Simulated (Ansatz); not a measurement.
C:
```cif
data_C36
_chemical_formula_sum 'C36'
_space_group_name_H-M_alt 'P 1'
_space_group_IT_number 1
_cell_length_a 2.51577
_cell_length_b 2.51577
_cell_length_c 37.05861
_cell_angle_alpha 90.000
_cell_angle_beta 90.000
_cell_angle_gamma 120.000
loop_
_space_group_symop_operation_xyz
  'x, y, z'
loop_
_atom_site_label
_atom_site_type_symbol
_atom_site_fract_x
_atom_site_fract_y
_atom_site_fract_z
_atom_site_occupancy
C1 C 0.00000 0.00000 0.77112 1
C2 C 0.33333 0.66667 0.78509 1
C3 C 0.33333 0.66667 0.82665 1
C4 C 0.66667 0.33333 0.84053 1
C5 C 0.66667 0.33333 0.88212 1
C6 C 0.00000 0.00000 0.89599 1
C7 C 0.00000 0.00000 0.93759 1
C8 C 0.33333 0.66667 0.95146 1
C9 C 0.33333 0.66667 0.99307 1
C10 C 0.66667 0.33333 0.00693 1
C11 C 0.66667 0.33333 0.04854 1
C12 C 0.00000 0.00000 0.06241 1
C13 C 0.00000 0.00000 0.10401 1
C14 C 0.33333 0.66667 0.11788 1
C15 C 0.33333 0.66667 0.15947 1
C16 C 0.66667 0.33333 0.17335 1
C17 C 0.66667 0.33333 0.21491 1
C18 C 0.00000 0.00000 0.22888 1
C19 C 0.00000 0.00000 0.27112 1
C20 C 0.66667 0.33333 0.28509 1
C21 C 0.66667 0.33333 0.32665 1
C22 C 0.33333 0.66667 0.34053 1
C23 C 0.33333 0.66667 0.38212 1
C24 C 0.00000 0.00000 0.39599 1
C25 C 0.00000 0.00000 0.43759 1
C26 C 0.66667 0.33333 0.45146 1
C27 C 0.66667 0.33333 0.49307 1
C28 C 0.33333 0.66667 0.50693 1
C29 C 0.33333 0.66667 0.54854 1
C30 C 0.00000 0.00000 0.56241 1
C31 C 0.00000 0.00000 0.60401 1
C32 C 0.66667 0.33333 0.61788 1
C33 C 0.66667 0.33333 0.65947 1
C34 C 0.33333 0.66667 0.67335 1
C35 C 0.33333 0.66667 0.71491 1
C36 C 0.00000 0.00000 0.72888 1
```

Relaxed with r²SCAN. 

### Question
HSE06 on this cell (Ansatz, a quantum-chemistry and plane-wave program, PAW) gives a gap of 5.40 eV. What does r²SCAN give?

### Answer
4.46 eV.

Cost on shared cores: the r²SCAN run (SCF on a 13×13×1 mesh, then bands and DOS) around 7 core-minutes (rough), the HSE06 run (SCF on 7×7×1, then a few points) around 15 core-minutes (rough); the tasks are unlike.

Space group P6_3/mmc. The start of the workflow was typed in or built on a structure type. Its sites differ from those of the usual phase in this space group: another stacking or structure type. The r²SCAN relaxation kept the symmetry of its start; whether a distortion lowers the energy is not shown.

Potentials: the later of the program's two PAW sets.

Ansatz is a plane-wave DFT program.
